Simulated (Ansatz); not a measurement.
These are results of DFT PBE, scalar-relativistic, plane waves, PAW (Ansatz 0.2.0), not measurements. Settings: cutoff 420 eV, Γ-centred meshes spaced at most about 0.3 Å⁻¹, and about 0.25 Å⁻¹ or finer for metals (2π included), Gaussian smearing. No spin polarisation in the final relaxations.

Temperature and zero-point effects are left out.

Two forms of Hf₂C were relaxed alike.

1.

```xyz
6
Lattice="3.2476 0.0000 0.0000 -1.6238 2.8125 0.0000 0.0000 0.0000 11.0266" Properties=species:S:1:pos:R:3 pbc="T T T"
Hf    0.0000    1.8750    6.8807
Hf    1.6238    0.9375    1.3675
Hf    1.6238    0.9375    4.1458
Hf    0.0000    1.8750    9.6591
C     0.0000    1.8750    2.7566
C     1.6238    0.9375    8.2699
```

2.

```xyz
3
Lattice="2.0762 1.1987 3.1205 -2.0762 1.1987 3.1205 0.0000 -2.3974 3.1205" Properties=species:S:1:pos:R:3 pbc="T T T"
Hf    0.0000    0.0000    2.3526
Hf    0.0000    0.0000    7.0090
C     0.0000    0.0000    0.0000
```

Task: Which is lower in energy, and by how much?

Result: Cell 1 is lower, by 222 meV/atom. Cell 1 has the anti-2H molybdenite type, space group P6_3/mmc (No. 194), 16.8 Å³/atom and no gap on its mesh; cell 2 has space group R-3m (No. 166), 15.5 Å³/atom and no gap. Counting C atoms around Hf (those within 1.25 times the shortest such distance or 1.15 times the sum of covalent radii, 1.27 where that leaves under three), cell 1 has Hf 3 and cell 2 has Hf 4. The lower one is the more open, so pressure narrows the difference. In cell 1, around Hf lie 3 C at 2.33 Å, 1 Hf at 2.78 Å and 9 Hf at 3.25–3.32 Å; around C lie 6 Hf at 2.33 Å. In cell 2, around Hf lie 1 C at 2.35 Å, 3 C at 2.52 Å and 6 Hf at 2.85–2.87 Å; around C lie 2 Hf at 2.35 Å and 6 Hf at 2.52 Å. Both come from invented guesses.

Spin–orbit coupling, which can matter for Hf, is left out. Cells relaxed within their symmetry can be saddle points.
